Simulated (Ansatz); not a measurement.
HfSiO4:
```
HfSiO4
1.0
   -3.29119     3.29119     2.98604
    3.29119    -3.29119     2.98604
    3.29119     3.29119    -2.98604
Hf Si O
2 2 8
Direct
  0.00000   0.00000   0.00000
  0.75000   0.25000   0.50000
  0.25000   0.75000   0.50000
  0.50000   0.50000   0.00000
  0.13525   0.31988   0.81537
  0.06988   0.75450   0.68463
  0.50450   0.31988   0.18463
  0.06988   0.38525   0.31537
  0.61475   0.93012   0.68463
  0.68012   0.86475   0.18463
  0.24550   0.93012   0.31537
  0.68012   0.49550   0.81537
```

Relaxed with r²SCAN. Special points in fractions of this cell's reciprocal vectors: Γ (0.000, 0.000, 0.000); X (0.000, 0.000, 0.500); M (-0.500, 0.500, 0.500); Z (0.456, 0.456, -0.456); Z0 (-0.456, 0.544, 0.456); P (0.250, 0.250, 0.250); N (0.000, 0.500, 0.000).

List the band energies nearest the valence-band maximum at these points for plane-wave PAW r²SCAN (Ansatz code).

In eV from the valence-band maximum; about four levels below and three above (degenerate sets whole), none deeper than 8.9 eV; points with the same levels are listed once.

```csv
k,below,above
Γ,-0.57 -0.57 -0.56 0.00,6.37 6.64 6.83 6.83
X,-0.92 -0.92 -0.59 -0.59,6.02 6.02 7.15 7.15
M,-1.10 -1.10 -0.88 -0.88,6.82 6.82 7.28 7.28
Z,-1.03 -1.03 -0.82 -0.82,6.74 6.90 7.17
P,-1.10 -1.10 -0.50 -0.50,6.02 6.02 7.35 7.35
N,-0.92 -0.83 -0.27 -0.18,6.26 6.41 7.19
```

Space group I4_1/amd. The cell was relaxed with r²SCAN under the symmetry of its start. The run is not spin-polarised. Spin–orbit coupling is left out wherever it is not named.

Potentials: the earlier of the program's two PAW sets. The files were generated under PBE; for other functionals the program regenerates the frozen cores, and for LDA and PBEsol the local potential too.
